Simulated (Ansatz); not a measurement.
SiC (6H type, space group P6_3mc)

```xyz
12
Lattice="3.0787 0.0000 0.0000 -1.5393 2.6662 0.0000 0.0000 0.0000 15.1079" Properties=species:S:1:pos:R:3 pbc="T T T"
Si     0.0000     0.0000    15.1052
Si     0.0000     0.0000     7.5512
Si     1.5393     0.8887    12.5861
Si     0.0000     1.7775     5.0322
Si     1.5393     0.8887     2.5170
Si     0.0000     1.7775    10.0709
C      0.0000     0.0000    13.2113
C      0.0000     0.0000     5.6574
C      1.5393     0.8887    10.6978
C      0.0000     1.7775     3.1439
C      1.5393     0.8887     0.6289
C      0.0000     1.7775     8.1829
```

The slice is a (0001) plane (indices of the conventional cell) through the point (0.667, 0.333, 0.708) (fractional), spanned by u = [110] and v = [1 -1 0] in vectors of this cell: u (3.08 Å) and v (5.33 Å, at 90° to u). It covers one period; positions are fractions (u, v).

All values below come from r2SCAN (plane waves to 500 eV, PAW, scalar-relativistic; Ansatz, a first-principles code). k mesh 10×10×2. These are valence fields of a PAW run, semicore shells included where kept as valence: close to a nucleus they are smooth pseudo fields. SiC was relaxed with its symmetry unable to fall. The PAW data are Ansatz's earlier set.

Task: Predict the map of the electrostatic potential energy of an electron, from the cell's mean on the slice.

Result: 
| v \ u | 0.00 | 0.08 | 0.17 | 0.25 | 0.33 | 0.42 | 0.50 | 0.58 | 0.67 | 0.75 | 0.83 | 0.92 |
|---|---|---|---|---|---|---|---|---|---|---|---|---|
| 0.90 | x | x | x | 6.6 | 8.9 | 9.3 | 9.3 | 9.3 | 8.9 | 6.6 | x | x |
| 0.80 | <1.0 | <1.0 | 3.0 | 6.1 | 8.3 | 9.5 | 9.8 | 9.5 | 8.3 | 6.1 | 3.0 | <1.0 |
| 0.70 | x | x | <1.0 | 1.1 | 5.9 | 7.9 | 8.3 | 7.9 | 5.9 | 1.1 | <1.0 | x |
| 0.60 | x | x | <1.0 | 1.0 | x | x | x | x | x | 1.0 | <1.0 | x |
| 0.50 | 3.2 | 4.0 | 4.9 | x | x | x | x | x | x | x | 4.9 | 4.0 |
| 0.40 | 9.3 | 9.3 | 8.9 | 6.6 | x | x | x | x | x | 6.6 | 8.9 | 9.3 |
| 0.30 | 9.8 | 9.5 | 8.3 | 6.1 | 3.0 | <1.0 | <1.0 | <1.0 | 3.0 | 6.1 | 8.3 | 9.5 |
| 0.20 | 8.3 | 7.9 | 5.9 | 1.1 | <1.0 | x | x | x | <1.0 | 1.1 | 5.9 | 7.9 |
| 0.10 | x | x | x | 1.0 | <1.0 | x | x | x | <1.0 | 1.0 | x | x |
| 0.00 | x | x | x | x | 4.9 | 4.0 | 3.2 | 4.0 | 4.9 | x | x | x |

Values: electrostatic potential energy of an electron, from the cell's mean, in eV. Points within 0.8 Å of a nucleus are blanked (x), as the pseudised field means little there. Values under 1 eV are set to 1. The zero, the cell's mean, hangs on the PAW cores.
